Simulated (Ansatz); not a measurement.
Ansatz (a program for electronic structure) input:

Ansatz 0.2 input:
```yaml
crystal:
  lattice:
    - [0.0, 3.0436571275, 3.0436571275]
    - [3.0436571275, 0.0, 3.0436571275]
    - [3.0436571275, 3.0436571275, 0.0]
  atoms:
    - { symbol: In, position: [0.0, 0.0, 0.0] }
    - { symbol: As, position: [0.75, 0.75, 0.75] }
kpoints:
  mp_grid: { grid: [9, 9, 9] }
  band_path:
    path:
      - [[0.0, 0.0, 0.0], [0.5, 0.0, 0.5], [0.625, 0.25, 0.625]]  # Γ-X-U
      - [[0.375, 0.375, 0.75], [0.0, 0.0, 0.0], [0.5, 0.5, 0.5], [0.5, 0.25, 0.75], [0.5, 0.0, 0.5]]  # K-Γ-L-W-X
    npoints: 12
basis: { xc_grid: 2 }
hamiltonian:
  xc: pbesol
  pseudopotentials: { azcp: { folder: ./paw }, kind: paw_fr }
magnetization: { noncollinear: true, spin_orbit: true }
scf:
  n_extra_bands: 12
  convergence: { dr2_threshold: 0.0000000001 }
  occupations: { method: gaussian, width: 0.05 }
output: { eigenvalues: true }
```

Output (shortened):

```
Pseudopotentials: kind: paw_fr
Pseudopotential: In, paw, valence charge 13
Pseudopotential: As, paw, valence charge 15
Functional definition: PBEsol
non-collinear run that drives no moment, with spin-orbit …
Crystal: 2 atoms, lattice volume = 56.392 Å³
Basis set: ecut = 420 eV, 1067 PW (Γ), exchange–correlation on 60×60×60 points (8 copies of the dense FFT grid, shifted against one another)
Bands: 40, of which v1, the nominal top of the filled ones, is band 28 counted from 1 (27 counted from 0)
Symmetry: 24 space group operations + 24 with time reversal
k-points: 35 of 729 (time reversal used)
Projection manifold: j_resolved (fully-relativistic pseudo-atomic orbitals)
PAW frozen core: In, regenerated for the run's functional, and the local potential with it
PAW frozen core: As, regenerated for the run's functional, and the local potential with it
Initial density: superposition of atomic densities (chi_scale 0.1, normalization cell, long waves kept (reshape's long-wave potential 0.00 eV rms))
Initial wavefunctions: pseudopotential atomic-orbital guess
Eigensolver: davidson
Functional: x = pbesol(κ = 0.804, μ = 0.12345679012345678), c = pbesol(β = 0.046)
SCF iter   1: F=—  HF=-10340.983563 eV  |F-HF|=—  |Δ(HF+E_count)|=         —  Δρ=2.83e-2  dr2=3.54e-1  dr2_m=0.00e0 (ungated)  ethr=3.10e-3  |M|=0.00e0 ∫|m|=0.00e0 μB  |m|>n=0.0e0 m-floor=0.0e0 τ_xc=0.0e0  β_m=0.30  ⟨swp⟩=8.1  Hψ=7302  notcnv=0  defer=39
all-band conjugate gradients solve this SCF's bands
preconditioner: auto → Kerker (q_TF=auto, 2.428 Å⁻¹)
spin=Noncollinear: Kerker preconditioning applied to the charge; magnetization (m_x, m_y, m_z) channels mix plain (no charge-response kernel on spin).
SCF iter   2: F=—  HF=-10340.949476 eV  |F-HF|=—  |Δ(HF+E_count)|=   3.41e-2  Δρ=2.20e-2  dr2=2.33e-1  dr2_m=0.00e0 (ungated)  ethr=1.27e-3  |M|=0.00e0 ∫|m|=0.00e0 μB  |m|>n=0.0e0 m-floor=0.0e0 τ_xc=0.0e0  β_m=0.65  ⟨swp⟩=2.0  Hψ=1879  notcnv=0  defer=186
preconditioner: auto → none
SCF iter   3: F=—  HF=-10340.893429 eV  |F-HF|=—  |Δ(HF+E_count)|=   5.60e-2  Δρ=2.71e-3  dr2=4.21e-3  dr2_m=0.00e0 (ungated)  ethr=8.33e-4  |M|=0.00e0 ∫|m|=0.00e0 μB  |m|>n=0.0e0 m-floor=0.0e0 τ_xc=0.0e0  β_m=0.68  ⟨swp⟩=2.5  Hψ=1783  notcnv=0  defer=192
SCF iter   4: F=—  HF=-10340.894164 eV  |F-HF|=—  |Δ(HF+E_count)|=   7.35e-4  Δρ=1.29e-3  dr2=1.79e-3  dr2_m=0.00e0 (ungated)  ethr=1.50e-5  |M|=0.00e0 ∫|m|=0.00e0 μB  |m|>n=0.0e0 m-floor=0.0e0 τ_xc=0.0e0  β_m=0.59  ⟨swp⟩=2.0  Hψ=2062  notcnv=0  defer=194
SCF iter   5: F=—  HF=-10340.893705 eV  |F-HF|=—  |Δ(HF+E_count)|=   4.59e-4  Δρ=3.16e-4  dr2=6.41e-5  dr2_m=0.00e0 (ungated)  ethr=6.39e-6  |M|=0.00e0 ∫|m|=0.00e0 μB  |m|>n=0.0e0 m-floor=0.0e0 τ_xc=0.0e0  β_m=0.70  ⟨swp⟩=2.0  Hψ=1838  notcnv=0  defer=194
SCF iter   6: F=—  HF=-10340.893756 eV  |F-HF|=—  |Δ(HF+E_count)|=   5.14e-5  Δρ=5.39e-5  dr2=1.67e-6  dr2_m=0.00e0 (ungated)  ethr=2.29e-7  |M|=0.00e0 ∫|m|=0.00e0 μB  |m|>n=0.0e0 m-floor=0.0e0 τ_xc=0.0e0  β_m=0.60  ⟨swp⟩=2.0  Hψ=2188  notcnv=0  defer=194
SCF iter   7: F=—  HF=-10340.893756 eV  |F-HF|=—  |Δ(HF+E_count)|=   4.60e-9  Δρ=1.37e-5  dr2=9.21e-8  dr2_m=0.00e0 (ungated)  ethr=5.96e-9  |M|=0.00e0 ∫|m|=0.00e0 μB  |m|>n=0.0e0 m-floor=0.0e0 τ_xc=0.0e0  β_m=0.67  ⟨swp⟩=2.0  Hψ=2224  notcnv=0  defer=194
SCF iter   8: F=—  HF=-10340.893756 eV  |F-HF|=—  |Δ(HF+E_count)|=   1.38e-7  Δρ=4.17e-6  dr2=7.23e-9  dr2_m=0.00e0 (ungated)  ethr=3.29e-10  |M|=0.00e0 ∫|m|=0.00e0 μB  |m|>n=0.0e0 m-floor=0.0e0 τ_xc=0.0e0  β_m=0.74  ⟨swp⟩=2.0  Hψ=2188  notcnv=0  defer=194
SCF iter  10: F=-10340.893756 eV  HF=-10340.893756 eV  |F-HF|=1.82e-12  |Δ(HF+E_count)|=  1.27e-10  Δρ=7.94e-8  dr2=1.11e-12  dr2_m=0.00e0 (ungated)  ethr=1.00e-12  |M|=0.00e0 ∫|m|=0.00e0 μB  |m|>n=0.0e0 m-floor=0.0e0 τ_xc=0.0e0  ⟨swp⟩=3.0  Hψ=3482  notcnv=0
SCF 1 converged in 10 iterations: F = -10340.893756 eV  dr2 = 1.11e-12
NSCF: frozen V_eff on 74 k-points
SCF converged after 10 iterations
Magnetization: |M| = 0.0000 μB,  M = (+0.0000, +0.0000, +0.0000) μB
Absolute magnetization: 0.0000 μB (∫|m|)
  site 0: m = (+0.0000, +0.0000, +0.0000) μB, |m| = 0.0000 μB  (R = 1.09 Å)
  site 1: m = (+0.0000, +0.0000, +0.0000) μB, |m| = 0.0000 μB  (R = 1.09 Å)
Free energy (F): -10340.893756 eV
Harris-Foulkes:  -10340.893756 eV  (|F-HF|=1.82e-12)
Internal energy: -10340.893679 eV  (E = F + TS)
E sigma→0 (E₀):  -10340.893717 eV
Entropy (-TS):   -0.000077 eV (-0.039 meV/atom)
Fermi energy:    7.388649 eV
--- Per-component energies (eV) ---
  E_band       = -326.716001
  E_kinetic    = 316.644886
  E_local      = -3505.863502  (includes V_loc(G=0)·N_el)
  E_nonlocal   = -62.927026
  E_hartree    = 1740.044767
  E_xc         = -211.394721
  E_vxc        = -163.032721  (∫ρ·V_xc dr)
  E_paw        = -6112.115953  (= ΣΔE_a)
  E_vpaw       = -391.627332  (= ΣTr[D̂ρ^β])
  E_aug_tail   = 0.000141  (compensation charges beyond the density's cutoff)
  E_ewald      = -2506.490818
  E_core_change = 1.208547  (= ΣΔE_core)
  E_smearing   = -0.000077  (= −TS)
  E_closure    = 0.000000  (closes the sum)
  Σ components = -10340.893756   (vs F -10340.893756, Δ=0.00e0)
  [band-id]    e_kinetic+e_local+e_nonlocal+2·e_hartree+e_vxc+e_vpaw+e_augmentation_tail = -326.716019   (vs E_band -326.716001, Δ=-1.87e-5)
--- Band table (eV; the first three rows and the last of 35) ---
  k-point 0: bands = ["-28.1538", "-28.1538", "-28.1538", "-28.1538", "-27.4288", "-27.4288", "-27.4243", "-27.4243", "-27.4243", "-27.4243", "-7.4730", "-7.4730", "-7.4730", "-7.4730", "-6.6761", "-6.6761", "-6.5938", "-6.5938", "-6.5938", "-6.5938", "-4.4870", "-4.4870", "6.8909", "6.8909", "7.0392", "7.0392", "7.3886", "7.3886", "7.3886", "7.3886", "10.8143", "10.8143", "11.2817", "11.2817", "11.2817", "11.2817", "14.5447", "14.5447", "16.9345", "16.9345"]
  k-point 1: bands = ["-28.1538", "-28.1537", "-28.1537", "-28.1537", "-27.4288", "-27.4288", "-27.4243", "-27.4243", "-27.4243", "-27.4242", "-7.4759", "-7.4759", "-7.4750", "-7.4691", "-6.6791", "-6.6791", "-6.5998", "-6.5998", "-6.5939", "-6.5866", "-4.3618", "-4.3618", "5.5317", "5.5317", "6.9973", "6.9973", "7.2336", "7.2423", "8.1877", "8.1877", "11.0378", "11.0378", "11.3609", "11.3609", "11.5039", "11.5040", "15.2547", "15.2547", "16.0976", "16.1137"]
  k-point 2: bands = ["-28.1538", "-28.1537", "-28.1537", "-28.1537", "-27.4287", "-27.4287", "-27.4243", "-27.4243", "-27.4243", "-27.4241", "-7.4837", "-7.4837", "-7.4743", "-7.4652", "-6.6863", "-6.6863", "-6.6123", "-6.6123", "-6.5866", "-6.5755", "-4.0126", "-4.0126", "3.9504", "3.9504", "6.6725", "6.6725", "6.9114", "6.9231", "8.4241", "8.4241", "11.5999", "11.5999", "11.8968", "11.8995", "12.0069", "12.0069", "15.5685", "15.5685", "15.7164", "15.7199"]
  k-point 34: bands = ["-28.1537", "-28.1537", "-28.1536", "-28.1535", "-27.4286", "-27.4286", "-27.4243", "-27.4242", "-27.4241", "-27.4241", "-7.5582", "-7.4947", "-7.4443", "-7.4323", "-6.7873", "-6.6483", "-6.6120", "-6.5958", "-6.5716", "-6.5653", "-2.5499", "-2.5438", "1.6441", "1.6979", "4.2326", "4.2379", "4.7396", "4.7762", "11.0377", "11.1770", "11.2346", "11.2867", "12.1201", "12.3036", "13.7880", "13.8970", "16.2763", "16.4398", "18.0720", "18.1359"]
  band table: 40 of 40 bands, residual norms ≤ 1.0e-3 eV
```

Cost: around 27 core-seconds (rough) on shared cores.

Space group F-43m (zinc blende). The PBEsol relaxation kept the symmetry of its start.

Potentials: the earlier of the program's two PAW sets. The files were generated under PBE; for other functionals the program regenerates the frozen cores, and for LDA and PBEsol the local potential too.

Ansatz is a plane-wave DFT program.
